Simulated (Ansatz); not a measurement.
**BiRu in the zincblende structure**

The computed numbers are results of r²SCAN, scalar-relativistic (no spin polarisation) in the plane-wave PAW code Ansatz at 500 eV, Γ-centred 10×10×10 mesh, 0.05 eV Gaussian smearing; PAW files: Ansatz's generated set soft_2.

```
Ru Bi
1.0
     0.00000    3.02309    3.02309
     3.02309    0.00000    3.02309
     3.02309    3.02309    0.00000
Ru Bi
1 1
Direct
  0.00000 0.00000 0.00000
  0.25000 0.25000 0.25000
```

The structure was built from a prototype; whether the compound forms in it isn't claimed.

The run above is the reference. The same cell was run again with other input settings; several of them aren't fit for production, so the rows show the settings' effect and aren't properties of the material.

```tsv
keys changed	outcome	ΔE (meV/atom)	P (GPa)	gap on the mesh (eV)	cell moment (μB)	largest force component (eV/Å)	SCF iterations	rough core-seconds	new warnings
none (reference)	converged	0.0	0.0	metal	–	0.000	–	–	–
basis.ecutwfc: 500 → "400 eV"; basis.xc_grid: 3	converged	4.3	0.0	metal	–	0.000	7	7	cutoff below recommended
scf.lower_state_search: "light"; hamiltonian.xc: "r2scan" → "revpbe"	converged	–	3.5	metal	–	0.000	6	5	–
hamiltonian.hubbard: {"sites": [{"species": "Ru", "l": "d", "u_eff": 8.0}], "double_counting": "fll"}	converged	–	-1.7	metal	–	0.000	9	19	filled band counts differ across k points
crystal.symmetry: {"detect": false}; kpoints.mp_grid.grid: [10, 10, 10] → [5, 5, 5]	converged	9.6	0.1	metal	–	0.000	7	17	–
scf.mixing.algorithm: "msr1"; scf.mixing.beta: 0.9; scf.mixing.ndim: 8	converged	0.0	0.0	metal	–	0.000	7	15	–
```

ΔE is the energy with the smearing extrapolated to zero. It is left out where the change alters the Hamiltonian or the spin treatment. The varied runs start from atomic densities (corrected by the program's trained start where that serves), with the default search for lower states unless a row changes it.

(1) What happens with these changes: hamiltonian.hubbard: {"sites": [{"species": "Ru", "l": "d", "u_eff": 8.0}], "double_counting": "amf"}?

(2) What happens with these changes: basis.ecutwfc: 500 → "18.4 Ry"; basis.xc_grid: 2?

Answers:

(1) outcome converged, P (GPa) 5.9, gap on the mesh (eV) metal, largest force component (eV/Å) 0.000, SCF iterations 10, rough core-seconds 15, new warnings filled band counts differ across k points.

(2) outcome converged, ΔE (meV/atom) 1334.1, P (GPa) 0.0, gap on the mesh (eV) metal, largest force component (eV/Å) 0.000, SCF iterations 8, rough core-seconds 6, new warnings cutoff below recommended.

2 further runs (cut off, refused for memory, with changed atoms or starts, or in doubt) are left out.

Of the reference: These numbers lack spin–orbit coupling.
